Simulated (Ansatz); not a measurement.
With DFT-r²SCAN in the program Ansatz with PAW potentials, Pd in the diamond structure (Fd-3m) relaxes to a = 5.736 Å. Pd has 4 nearest neighbours from 2.48 Å (tetrahedral).

Electronic character: metallic (no gap). Gap from r²SCAN with spin–orbit coupling: none (metallic).

An equation-of-state fit gives a bulk modulus of 77.3 GPa. The relaxed-ion elastic constants in GPa are C11 = 52.9, C12 = 90.0, C44 = -27.1.

The start of the workflow was typed in or built on a structure type; neither database checked (COD, Materials Project) lists it. It is not the phase usual at ambient conditions (space group No. 225). The cell was relaxed with r²SCAN under the symmetry of its start. At this level the phase is mechanically unstable. The run is not spin-polarised. As this level gives no gap, shear constants depend on the k-mesh and smearing (Fermi–Dirac, 0.1 eV here). Spin–orbit coupling is left out wherever it is not named.

Potentials: the later of the program's two PAW sets.
